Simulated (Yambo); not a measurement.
# Optical response of K$_{2}$SnF$_{6}$

```
CELL_PARAMETERS angstrom
      5.85644     0.00000     0.00000
     -2.92822     5.07183     0.00000
      0.00000     0.00000     4.58208
ATOMIC_POSITIONS crystal
  F  0.67210 0.83605 0.23479
  F  0.32790 0.16395 0.76521
  F  0.16395 0.83605 0.23479
  F  0.83605 0.16395 0.76521
  F  0.16395 0.32790 0.23479
  F  0.83605 0.67210 0.76521
  K  0.66667 0.33333 0.30022
  K  0.33333 0.66667 0.69978
  Sn 0.00000 0.00000 0.00000
```

Yambo, RPA with local fields on LDA bands; 3×3×4 mesh, 116 bands, 3 Ry local-field block, 0.2 eV broadening; field along x.

```tsv
E (eV)	Im ε	Re ε	Im ε, independent particles
0.0	0.00	2.15	0.00
0.4	0.00	2.15	0.00
0.8	0.00	2.16	0.00
1.1	0.00	2.16	0.00
1.5	0.01	2.17	0.01
1.9	0.01	2.18	0.01
2.2	0.01	2.20	0.01
2.6	0.01	2.21	0.01
3.0	0.01	2.23	0.02
3.4	0.02	2.26	0.02
3.8	0.02	2.29	0.03
4.1	0.02	2.33	0.03
4.5	0.03	2.38	0.04
4.9	0.05	2.45	0.06
5.2	0.08	2.56	0.12
5.6	0.24	2.66	0.34
6.0	0.30	2.75	0.43
6.4	0.63	2.77	0.96
6.8	0.84	2.54	1.26
7.1	0.78	2.20	1.09
7.5	0.50	2.10	0.66
7.9	0.28	2.27	0.42
8.2	0.24	2.56	0.46
8.6	0.38	2.83	0.93
9.0	0.67	3.07	1.53
9.4	1.21	3.16	1.58
9.8	1.58	2.62	1.42
10.1	1.60	2.54	1.69
10.5	1.78	2.42	1.94
10.9	1.86	2.02	1.91
11.2	1.82	1.76	1.74
11.6	1.72	1.44	1.60
12.0	1.47	1.24	1.49
12.4	1.20	1.32	1.24
12.8	1.05	1.34	1.10
13.1	0.92	1.50	1.00
13.5	1.17	1.69	1.32
13.9	1.21	1.50	1.40
14.2	1.26	1.41	1.42
14.6	1.16	1.29	1.27
15.0	1.20	1.35	1.37
15.4	0.97	1.20	1.05
15.8	0.97	1.31	1.06
16.1	0.92	1.34	1.03
16.5	1.09	1.41	1.12
16.9	1.19	1.15	0.97
17.2	0.88	1.06	0.73
17.6	0.79	1.22	0.79
18.0	0.82	1.32	0.98
18.4	0.90	1.34	1.16
18.8	0.82	1.25	1.21
19.1	0.77	1.43	1.46
19.5	1.00	1.63	1.99
19.9	1.26	1.44	2.70
```

Peak heights and small wiggles depend on the k mesh. Convergence of the RPA response with its 3×3×4 mesh was not tested. No excitonic effects at this level.

Spin-orbit coupling is not included.

Geometry of the Materials Project entry, not relaxed at this level.

The structure is a Materials Project entry; no match was found in the copy of COD used, and its stability was not checked.
